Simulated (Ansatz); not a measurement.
The end of the path is a generated cell of F2: the first start was made by placing the elements on the sites of a structure type, and the end was not matched to a known phase here, so it may be hypothetical.

A geometry of F2 away from equilibrium: step 2 of the relaxation of a generated cell, F2 built in the AFLOW prototype A_hR2_166_c. All values below come from PBE (plane waves to 420 eV, PAW, scalar-relativistic; Ansatz, an electronic-structure program). Γ-centred k-mesh 7×7×7 on the run's cell (coarser than for final values), Fermi–Dirac smearing 0.05 eV.

```xyz
2
Lattice="1.8744 1.0822 4.2986 -1.8744 1.0822 4.2986 0.0000 -2.1643 4.2986" Properties=species:S:1:pos:R:3:forces:R:3 pbc="T T T" free_energy=-1611.227 pressure_GPa=0.2
F      0.0000     0.0000     0.7047    0.0000    0.0000    0.1733
F      0.0000     0.0000    12.1909    0.0000    0.0000   -0.1733
```

Positions in Å, forces in eV/Å, free energy of the cell in eV (comparable only within this code, potentials and settings). Largest force: 0.17 eV/Å, on F1, F2 (atoms numbered as listed); the geometry lies 0.01 eV/atom above the end of its relaxation.

No spin polarisation in the result. No dispersion correction is included, so spacings between layers, chains or molecules are soft and tend to come out too large.

The run could not lose the symmetry of its start: the end is stationary, and may be a saddle point rather than a minimum.
